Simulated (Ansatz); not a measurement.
Start of a relaxation of La3Ti:

```
La Ti
1.0
     5.74349    0.00000    0.00000
     0.00000    5.74349    0.00000
     0.00000    0.00000    5.74349
La Ti
6 2
Direct
  0.25000 0.00000 0.50000
  0.50000 0.75000 0.00000
  0.75000 0.00000 0.50000
  0.50000 0.25000 0.00000
  0.00000 0.50000 0.75000
  0.00000 0.50000 0.25000
  0.00000 0.00000 0.00000
  0.50000 0.50000 0.50000
```

The calculation used Ansatz 0.2.0, DFT PBE, scalar-relativistic, plane waves, PAW. Cutoff 420 eV, Gaussian smearing, Γ-centred meshes. Cell and atoms relax first on a coarse mesh and then on a finer one. In between, the cell is made exact in the group found at 0.06 Å. In metals the finer mesh still leaves noise of several meV/atom or more. The steps can't lower the symmetry of their start. Collinear spin is switched on along the way, since trial moments persisted in a coarse test.

A guess keeps its type if space group and coordination stay and the shape of the cell changes little (axis ratios within about 15 %, angles within 6°); the volume may change.

Q: Does it keep its structure type, or change into something else?

A: It keeps its type: symmetry leaves only the cell edge free. The symmetry stays Pm-3n (No. 223). The end has the A15 type. The volume per atom grows by 37.2 %, from 23.7 to 32.5 Å³. The shortest distance goes from 2.87 Å (La–La) to 3.19 Å (La–La). Counting neighbours within 15 % of an atom's shortest distance, the start has La 6, Ti 12 and the end La 6, Ti 12.

Energies over the elements count from the elements' standard structures at the same level, with no fitted energy shifts.

Q: At what energy does it end?

A: +0.38 eV/atom. It can't be a ground state, since the elements alone are lower.

The last run used collinear spin, a 6×6×6 mesh for its 8-atom cell and Gaussian smearing of 0.10 eV. Another magnetic order may lie lower. Symmetry constrained the relaxation, so the result can be a saddle point.
